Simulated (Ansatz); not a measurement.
Geometry optimisation in Ansatz: input, command and trajectory.

```yaml
crystal:
  lattice:
    - [4.356182387, -2.9799341044, -4.418109813]
    - [4.3562593367, -2.9805007847, 4.418488678]
    - [-0.7591328795, -7.7404437269, 0.0004480637]
  atoms:
    - { symbol: V, position: [0.1813813295, 0.4311232896, 0.5394796035] }
    - { symbol: V, position: [0.9781755148, 0.2254699519, 0.3562071702] }
    - { symbol: V, position: [0.6816408275, 0.9309143205, 0.5481859743] }
    - { symbol: V, position: [0.4708210162, 0.7231061638, 0.3582510482] }
    - { symbol: V, position: [0.2651177614, 0.5165444722, 0.1641239484] }
    - { symbol: V, position: [0.0209117067, 0.7730202266, 0.64600116] }
    - { symbol: V, position: [0.8177142698, 0.56736612, 0.4627276895] }
    - { symbol: V, position: [0.5282948744, 0.2753779159, 0.6439422553] }
    - { symbol: V, position: [0.3174600988, 0.0675839182, 0.4540185758] }
    - { symbol: V, position: [0.733987032, 0.4819449869, 0.8380822872] }
    - { symbol: Ta, position: [0.0692114781, 0.3281010442, 0.9470486739] }
    - { symbol: Ta, position: [0.8753956907, 0.1350265584, 0.7372915256] }
    - { symbol: Ta, position: [0.7676640279, 0.0168571761, 0.1626177685] }
    - { symbol: Ta, position: [0.5748877066, 0.8139202309, 0.9514884065] }
    - { symbol: Ta, position: [0.385484031, 0.6247880461, 0.7402747732] }
    - { symbol: Ta, position: [0.1236920261, 0.8634797776, 0.264908022] }
    - { symbol: Ta, position: [0.929885094, 0.6703925994, 0.0551558118] }
    - { symbol: Ta, position: [0.6136125668, 0.3736876021, 0.2619476356] }
    - { symbol: Ta, position: [0.4242076211, 0.1845639184, 0.0507262782] }
    - { symbol: Ta, position: [0.2314282617, 0.9816428034, 0.8395824075] }
  symmetry: { detect: false }
basis:
  ecutwfc: 420
kpoints:
  mp_grid: { grid: [3, 3, 3] }
hamiltonian:
  xc: pbe
scf:
  occupations: { method: gaussian, width: 0.1 }
  lower_state_search: "off"
output:
  forces: true
  stress: true
  eigenvalues: true
relax:
  adjacent_minimum: "off"
  f_tol: 0.04
  max_steps: 25
  cell: { stress_tol: 0.3 }
```

```bash
ansatz run input.yaml --threads 4 --pin off --max-ram 9216MiB --backend cpu --events-out ev --progress --plain --runs-dir out
```

The calculation used Ansatz 0.2.0, DFT PBE, scalar-relativistic, plane waves, PAW.

Of 6 frames 5 are shown, positions in Å and forces in eV/Å; the SCF threshold varies from step to step. Steps run on the plane waves of an earlier cell, with a Pulay correction in the pressure. The basis is chosen afresh for the last frame, the zero of the energies, and at times for earlier ones too; energy and pressure can step there, also at an unchanged geometry. Where two frames share a geometry here, they differ by under 2 meV/atom and 0.3 GPa.

```xyz
20
Lattice="4.3562 -2.9799 -4.4181 4.3563 -2.9805 4.4185 -0.7591 -7.7404 0.0004" Properties=species:S:1:pos:R:3:forces:R:3 pbc="T T T" step=1 free_energy_over_end_meV_per_atom=5.76 pressure_GPa=1.04
V     2.2587   -6.0013    1.1038    0.0057    0.0282    0.0199
V     4.9729   -6.3441   -3.3253    0.0246    0.0114    0.0568
V     6.6085   -9.0490    1.1019   -0.0534   -0.0608   -0.0216
V     4.9291   -6.3313    1.1151   -0.0177    0.0112   -0.0643
V     3.2805   -3.6000    1.1111   -0.0304   -0.0408   -0.0228
V     2.9682   -7.3666    3.3235   -0.0242   -0.0115   -0.0570
V     5.6824   -7.7095   -1.1056   -0.0053   -0.0281   -0.0197
V     3.0121   -7.3794   -1.1170    0.0170   -0.0119    0.0652
V     1.3327   -4.6617   -1.1038    0.0527    0.0608    0.0214
V     4.6606  -10.1108   -1.1130    0.0302    0.0406    0.0233
Ta    1.0119   -8.5147    1.1444    0.0157    0.0220    0.0457
Ta    3.8419   -8.7180   -3.2707   -0.0185    0.0708    0.0009
Ta    3.2941   -3.5966   -3.3171   -0.0354   -0.0142    0.0204
Ta    5.3277  -11.5040    1.0568    0.0011   -0.0358   -0.0165
Ta    3.8390   -8.7410    1.0578   -0.0277    0.0045   -0.0291
Ta    4.0993   -4.9927    3.2689    0.0180   -0.0711   -0.0022
Ta    6.9293   -5.1960   -1.1462   -0.0158   -0.0222   -0.0459
Ta    4.1020   -4.9699   -1.0598    0.0288   -0.0037    0.0297
Ta    2.6134   -2.2068   -1.0587   -0.0008    0.0364    0.0169
Ta    4.6471  -10.1142    3.3153    0.0353    0.0141   -0.0212
20
Lattice="4.3319 -3.0266 -4.4961 4.3416 -3.0207 4.5016 -0.6942 -7.7633 -0.0060" Properties=species:S:1:pos:R:3:forces:R:3 pbc="T T T" step=2 free_energy_over_end_meV_per_atom=2.47 pressure_GPa=-1.30
V     2.2758   -6.0358    1.1257    0.0462    0.0545    0.0385
V     4.9753   -6.4017   -3.3755    0.0004    0.0525    0.0040
V     6.6040   -9.1523    1.1174    0.0629    0.0517   -0.0283
V     4.9272   -6.3961    1.1264   -0.0061    0.0733    0.0087
V     3.2829   -3.6421    1.1284   -0.0589   -0.0199   -0.0127
V     2.9920   -7.4188    3.3722   -0.0003   -0.0525   -0.0039
V     5.6915   -7.7846   -1.1289   -0.0464   -0.0547   -0.0389
V     3.0402   -7.4244   -1.1297    0.0062   -0.0733   -0.0086
V     1.3634   -4.6682   -1.1207   -0.0625   -0.0512    0.0282
V     4.6844  -10.1783   -1.1317    0.0589    0.0199    0.0125
Ta    1.0631   -8.5395    1.1771   -0.0732   -0.0583   -0.1603
Ta    3.8534   -8.7671   -3.3230    0.1022   -0.1125   -0.1469
Ta    3.2790   -3.6444   -3.3719   -0.0482    0.0349   -0.0244
Ta    5.3597  -11.5972    1.0578   -0.0100    0.0016    0.1591
Ta    3.8562   -8.8060    1.0636    0.1439   -0.0652    0.1269
Ta    4.1139   -5.0534    3.3196   -0.1016    0.1127    0.1474
Ta    6.9043   -5.2810   -1.1804    0.0735    0.0583    0.1602
Ta    4.1113   -5.0145   -1.0669   -0.1451    0.0651   -0.1275
Ta    2.6077   -2.2233   -1.0611    0.0098   -0.0021   -0.1594
Ta    4.6883  -10.1761    3.3685    0.0483   -0.0349    0.0254
20
Lattice="4.3131 -3.0264 -4.5084 4.3245 -3.0189 4.5145 -0.6649 -7.7225 -0.0076" Properties=species:S:1:pos:R:3:forces:R:3 pbc="T T T" step=3 free_energy_over_end_meV_per_atom=0.39 pressure_GPa=0.30
V     2.3032   -6.0081    1.1374   -0.0105   -0.0315    0.0063
V     4.9631   -6.3795   -3.3819   -0.0297    0.0532   -0.0136
V     6.6156   -9.1310    1.1106   -0.0139   -0.0013    0.0064
V     4.8980   -6.3571    1.1289   -0.0313    0.0655    0.0224
V     3.2524   -3.6301    1.1339   -0.0402    0.0131   -0.0046
V     2.9978   -7.3980    3.3776    0.0296   -0.0532    0.0136
V     5.6577   -7.7695   -1.1417    0.0105    0.0316   -0.0063
V     3.0629   -7.4205   -1.1332    0.0313   -0.0655   -0.0224
V     1.3452   -4.6465   -1.1149    0.0139    0.0013   -0.0063
V     4.7085  -10.1474   -1.1382    0.0401   -0.0131    0.0047
Ta    1.0865   -8.5185    1.1613    0.0216   -0.0015    0.0181
Ta    3.8806   -8.7496   -3.3504   -0.0219   -0.0437   -0.0171
Ta    3.2525   -3.6276   -3.3853   -0.0204   -0.0024   -0.0066
Ta    5.3576  -11.5528    1.0787    0.0499   -0.0214   -0.0163
Ta    3.8885   -8.7862    1.0819    0.0289   -0.0042    0.0121
Ta    4.0803   -5.0279    3.3461    0.0218    0.0436    0.0171
Ta    6.8743   -5.2590   -1.1656   -0.0216    0.0015   -0.0181
Ta    4.0723   -4.9914   -1.0862   -0.0288    0.0042   -0.0121
Ta    2.6033   -2.2248   -1.0830   -0.0499    0.0215    0.0162
Ta    4.7084  -10.1500    3.3810    0.0204    0.0023    0.0066
20
Lattice="4.3260 -3.0343 -4.5084 4.3308 -3.0324 4.5118 -0.6527 -7.7300 -0.0022" Properties=species:S:1:pos:R:3:forces:R:3 pbc="T T T" step=4 free_energy_over_end_meV_per_atom=0.14 pressure_GPa=0.01
V     2.3149   -6.0249    1.1407    0.0173   -0.0178   -0.0017
V     4.9626   -6.3836   -3.3834    0.0221    0.0251   -0.0068
V     6.6404   -9.1539    1.1129    0.0168   -0.0501   -0.0087
V     4.8973   -6.3575    1.1313    0.0124    0.0003    0.0083
V     3.2430   -3.6384    1.1322    0.0226    0.0016    0.0062
V     3.0296   -7.4228    3.3819   -0.0221   -0.0251    0.0069
V     5.6773   -7.7815   -1.1422   -0.0173    0.0178    0.0016
V     3.0949   -7.4489   -1.1328   -0.0124   -0.0003   -0.0083
V     1.3518   -4.6525   -1.1145   -0.0168    0.0501    0.0087
V     4.7492  -10.1680   -1.1337   -0.0226   -0.0016   -0.0063
Ta    1.1071   -8.5302    1.1673   -0.0099   -0.0148    0.0061
Ta    3.9091   -8.7737   -3.3486   -0.0139   -0.0317   -0.0050
Ta    3.2556   -3.6326   -3.3853   -0.0021    0.0150    0.0072
Ta    5.3882  -11.5793    1.0810    0.0124    0.0034   -0.0084
Ta    3.9196   -8.8053    1.0864   -0.0043   -0.0192    0.0029
Ta    4.0832   -5.0327    3.3471    0.0139    0.0317    0.0050
Ta    6.8851   -5.2762   -1.1688    0.0099    0.0148   -0.0061
Ta    4.0726   -5.0011   -1.0879    0.0043    0.0192   -0.0029
Ta    2.6041   -2.2271   -1.0825   -0.0124   -0.0034    0.0085
Ta    4.7366  -10.1738    3.3838    0.0020   -0.0150   -0.0072
20
Lattice="4.3256 -3.0319 -4.5181 4.3275 -3.0295 4.5182 -0.6519 -7.7224 -0.0023" Properties=species:S:1:pos:R:3:forces:R:3 pbc="T T T" step=6 free_energy_over_end_meV_per_atom=0.00 pressure_GPa=-0.03
V     2.3179   -6.0227    1.1426    0.0056    0.0066   -0.0015
V     4.9627   -6.3744   -3.3923    0.0017    0.0133    0.0037
V     6.6427   -9.1526    1.1094   -0.0012   -0.0061    0.0028
V     4.8920   -6.3471    1.1351   -0.0004   -0.0046   -0.0091
V     3.2432   -3.6341    1.1335    0.0000    0.0102    0.0044
V     3.0266   -7.4192    3.3873   -0.0017   -0.0133   -0.0037
V     5.6714   -7.7709   -1.1476   -0.0056   -0.0066    0.0015
V     3.0973   -7.4465   -1.1401    0.0004    0.0046    0.0091
V     1.3467   -4.6410   -1.1143    0.0011    0.0060   -0.0028
V     4.7462  -10.1595   -1.1384    0.0000   -0.0103   -0.0044
Ta    1.1057   -8.5227    1.1694   -0.0107   -0.0057    0.0024
Ta    3.9121   -8.7704   -3.3595   -0.0074   -0.0016    0.0138
Ta    3.2508   -3.6280   -3.3906    0.0025   -0.0018   -0.0011
Ta    5.3898  -11.5698    1.0787   -0.0165    0.0066    0.0000
Ta    3.9207   -8.7989    1.0868   -0.0018   -0.0048   -0.0033
Ta    4.0772   -5.0232    3.3546    0.0074    0.0016   -0.0138
Ta    6.8837   -5.2709   -1.1744    0.0107    0.0057   -0.0024
Ta    4.0686   -4.9947   -1.0917    0.0018    0.0048    0.0033
Ta    2.5996   -2.2238   -1.0836    0.0164   -0.0066    0.0000
Ta    4.7386  -10.1656    3.3856   -0.0025    0.0018    0.0011
```

Time: 3.4 min on 4 threads of Arm Neoverse V1 (shared host), peak memory 1.6 GiB.

The k mesh is coarse. Spin–orbit coupling is left out, which can shift energies with elements as heavy as these.